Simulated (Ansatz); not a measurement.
## SrSi2Ag2 under strain

Method: DFT PBEsol, scalar-relativistic, plane waves, PAW (Ansatz 0.2.0). Run with 420 eV cutoff, 8×8×4 k-mesh, Gaussian smearing of 0.10 eV, no spin polarisation.

The relaxed crystal:

```yaml
crystal:
  lattice:
    - [4.33392, 0.00000, 0.00000]
    - [0.00000, 4.33392, 0.00000]
    - [0.00000, 0.00000, 10.39773]
  atoms:
    - { symbol: Sr, position: [0.00000, 0.00000, 0.00000] }
    - { symbol: Sr, position: [0.50000, 0.50000, 0.50000] }
    - { symbol: Si, position: [0.00000, 0.00000, 0.38761] }
    - { symbol: Si, position: [0.50000, 0.50000, 0.11239] }
    - { symbol: Si, position: [0.50000, 0.50000, 0.88761] }
    - { symbol: Si, position: [0.00000, 0.00000, 0.61239] }
    - { symbol: Ag, position: [0.00000, 0.50000, 0.25000] }
    - { symbol: Ag, position: [0.50000, 0.00000, 0.25000] }
    - { symbol: Ag, position: [0.50000, 0.00000, 0.75000] }
    - { symbol: Ag, position: [0.00000, 0.50000, 0.75000] }
```

Deformation: uniaxial strain along c, with the lengths of a and b and the atoms relaxed and the angles held, all within the symmetry that the strain leaves. Energies are extrapolated to zero smearing. On this cell's mesh the reference holds a stress of up to 0.15 GPa.

```
strain (%)  ΔE (meV/atom) a (Å) b (Å) c (Å)
      -6.0           20.9  4.437  4.437   9.774
      -4.0            8.1  4.403  4.403   9.982
      -2.0            1.5  4.371  4.371  10.190
      +0.0            0.0  4.334  4.334  10.398
      +2.0            3.0  4.306  4.306  10.606
      +4.0           11.0  4.279  4.279  10.814
      +6.0           24.0  4.256  4.256  11.022
```

Question: What stiffness (1/V) d²E/dε² at zero strain does a cubic fit over all points give?

Answer: A cubic fit gives (1/V) d²E/dε² = 103 GPa at zero strain (Young's modulus along this axis, angles held).

Question: How does the free axis a answer a small strain?

Answer: Between the innermost points its strain is -0.38 times the applied one.